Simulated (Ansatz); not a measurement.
## Every step of a relaxation of fcc Rh (100), 5 layers

DFT, PBEsol, PAW with Ansatz's default frozen-core files, scalar-relativistic (Ansatz 0.2.0); a Γ-centred 14×14×1 k mesh, Fermi–Dirac smearing of 0.08 eV, no spin polarisation. The run relaxes the atoms in the fixed cell.

Command: `ansatz run input.yaml --threads 2 --pin off --max-ram 4096MiB --backend cpu --events-out ev --progress --plain --runs-dir out` It took 33 s on 2 threads of Intel(R) Xeon(R) 6975P-C (Granite Rapids) (shared host), peak memory 0.56 GiB.

```yaml
crystal:
  lattice:
    - [2.6734833388, 0.0, 0.0]
    - [0.0, 2.6734833388, 0.0]
    - [0.0, 0.0, 23.5618]
  atoms:
    - { symbol: Rh, position: [0.0, 0.0, 0.3395336353] }
    - { symbol: Rh, position: [0.5, 0.5, 0.4197668174] }
    - { symbol: Rh, position: [0.0, 0.0, 0.5] }
    - { symbol: Rh, position: [0.5, 0.5, 0.5802331826] }
    - { symbol: Rh, position: [0.0, 0.0, 0.6604663647] }
kpoints:
  mp_grid: { grid: [14, 14, 1] }
scf:
  occupations: { method: fermi_dirac, width: 0.08 }
hamiltonian:
  xc: pbesol
  pseudopotentials: { kind: paw }
output:
  forces: true
  stress: true
  eigenvalues: true
relax:
  f_tol: 0.01
  max_steps: 40
efield:
  axis: 3
  amplitude: 0
  dipole_correction: true
```

Each step lists its free energy a cell above the last geometry, and Cartesian positions (Å) with forces (eV/Å).

The first step:

```
step 1  dF = 59.31 meV
  Rh 0.0000 0.0000 8.0000   0.0000 0.0000 0.6601
  Rh 1.3367 1.3367 9.8905   0.0000 0.0000 -0.6749
  Rh 0.0000 0.0000 11.7809   0.0000 0.0000 0.0000
  Rh 1.3367 1.3367 13.6713   0.0000 0.0000 0.6749
  Rh 0.0000 0.0000 15.5618   0.0000 0.0000 -0.6601
```

The PAW files were made under PBE.

Task: Where does the relaxation end, and by which steps?

Result: After 5 geometries, with a shortest distance of 2.614 Å. The further steps:
```
step 2  dF = 11.78 meV
  Rh 0.0000 0.0000 8.1128   0.0000 0.0000 -0.3297
  Rh 1.3367 1.3367 9.8858   0.0000 0.0000 0.1926
  Rh 0.0000 0.0000 11.7809   0.0000 0.0000 0.0000
  Rh 1.3367 1.3367 13.6760   0.0000 0.0000 -0.1926
  Rh 0.0000 0.0000 15.4490   0.0000 0.0000 0.3297
step 3  dF = 0.17 meV
  Rh 0.0000 0.0000 8.0680   0.0000 0.0000 -0.0030
  Rh 1.3367 1.3367 9.8725   0.0000 0.0000 0.0412
  Rh 0.0000 0.0000 11.7809   0.0000 0.0000 0.0000
  Rh 1.3367 1.3367 13.6893   0.0000 0.0000 -0.0412
  Rh 0.0000 0.0000 15.4938   0.0000 0.0000 0.0030
step 4  dF = 0.01 meV
  Rh 0.0000 0.0000 8.0716   0.0000 0.0000 0.0033
  Rh 1.3367 1.3367 9.8774   0.0000 0.0000 -0.0101
  Rh 0.0000 0.0000 11.7809   0.0000 0.0000 0.0000
  Rh 1.3367 1.3367 13.6844   0.0000 0.0000 0.0101
  Rh 0.0000 0.0000 15.4902   0.0000 0.0000 -0.0033
step 5  dF = 0.00 meV
  Rh 0.0000 0.0000 8.0713   0.0000 0.0000 -0.0001
  Rh 1.3367 1.3367 9.8767   0.0000 0.0000 -0.0001
  Rh 0.0000 0.0000 11.7809   0.0000 0.0000 0.0000
  Rh 1.3367 1.3367 13.6851   0.0000 0.0000 0.0001
  Rh 0.0000 0.0000 15.4905   0.0000 0.0000 0.0001
```
